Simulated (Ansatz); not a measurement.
Cu2O: from a starting cell to a relaxed one

The start is a generated cell, Cu2O placed in the AFLOW prototype A2B_cF24_227_d_a (C15, as in MgCu2). A full variable-cell relaxation at zero pressure is run with PBE (plane waves to 420 eV, PAW, scalar-relativistic; Ansatz, a quantum-chemistry and plane-wave program). The first steps use a coarse 7×7×7 k-mesh.

Input geometry:
```
Cu2O
1.0
    0.00000     2.93603     2.93603
    2.93603     0.00000     2.93603
    2.93603     2.93603     0.00000
Cu O
4 2
Direct
  0.12500   0.12500   0.12500
  0.62500   0.12500   0.12500
  0.12500   0.62500   0.12500
  0.12500   0.12500   0.62500
  0.75000   0.75000   0.75000
  0.50000   0.50000   0.50000
```

Q: How much energy is released per atom?

A: 0.78 eV/atom.

Q: How do the shortest distances between atoms change?

A: The closest pairs of elements (up to four, under 3.6 Å), start → end: Cu–Cu 2.08 → 2.34 Å; Cu–O 2.43 → 2.75 Å; O–O 2.54 → 2.87 Å.

Q: What band gap does the relaxed structure have at this level?

A: No gap (metallic).

Q: Give the final cell and atomic positions.

A: 
Space group Fd-3m, origin choice 1 (No. 227); a = b = c = 6.6318 Å, α = β = γ = 90.00°

```tsv
atom	site	symmetry	x	y	z
Cu	16c	.-3m	0.1250	0.1250	0.1250
O	8b	-43m	0.5000	0.5000	0.5000
```
(The calculation used a cell of 6 atoms; values per cell refer to that cell.)

The space group stays Fd-3m (No. 227) (the run could not lower it); the end is cubic Laves (MgCu2 type), with 6 atoms in the primitive cell. Final values are on a 12×12×12 k-mesh of the relaxed cell. No spin polarisation in the result. The d or f electrons are treated with no Hubbard U.

The run could not lower the symmetry of its start; a shaken copy of this end point relaxes with PBE to P-1 (No. 2), 1.08 eV/atom lower.

The relaxed structure here is a generated cell of Cu2O: the first start was made by placing the elements on the sites of a structure type, and the end was not matched to a known phase here, so it may be hypothetical. Known forms of Cu2O include space group No. 224.
